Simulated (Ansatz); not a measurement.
This run works on a proposed trial structure, not on a known crystal.

Input and command of a plane-wave DFT calculation in Ansatz:

```yaml
crystal:
  lattice:
    - [5.3553580621, 0.0, -0.7338397461]
    - [0.0, 5.4236696382, 0.0]
    - [-1.8913554741, 0.0, 5.9668635158]
  atoms:
    - { symbol: Sc, position: [0.0731883736, 0.4294596783, 0.6711076997] }
    - { symbol: Sc, position: [0.9268116264, 0.9294596783, 0.3288923003] }
    - { symbol: Sc, position: [0.596995862, 0.9875995222, 0.6709242333] }
    - { symbol: Sc, position: [0.403004138, 0.4875995222, 0.3290757667] }
    - { symbol: "N", position: [0.7552915564, 0.708545162, 0.5106059875] }
    - { symbol: "N", position: [0.2447084436, 0.208545162, 0.4893940125] }
    - { symbol: F, position: [0.9284512201, 0.2088126207, 0.8594907805] }
    - { symbol: F, position: [0.0715487799, 0.7088126207, 0.1405092195] }
    - { symbol: F, position: [0.3909908305, 0.4568998335, 0.9996721014] }
    - { symbol: F, position: [0.6090091695, 0.9568998335, 0.0003278986] }
    - { symbol: F, position: [0.707760058, 0.2086831833, 0.4148093638] }
    - { symbol: F, position: [0.292239942, 0.7086831833, 0.5851906362] }
basis:
  ecutwfc: 500
kpoints:
  mp_grid: { grid: [6, 4, 4] }
hamiltonian:
  xc: r2scan
scf:
  occupations: { method: gaussian, width: 0.02 }
output:
  forces: true
  stress: true
  eigenvalues: true
```

```bash
ansatz run input.yaml --threads 1 --pin off --max-ram 2560MiB --backend cpu --events-out ev --progress --plain --runs-dir out
```

Processor: Arm Neoverse V2, 1 thread, on a host shared with other jobs.

Task: How long does it run, and how much memory does it take?

Result: About 66 s, peak memory 0.83 GiB. It solves 60 bands at 42 k points (after reduction by symmetry) with about 4197 plane waves, in 8 SCF iterations.
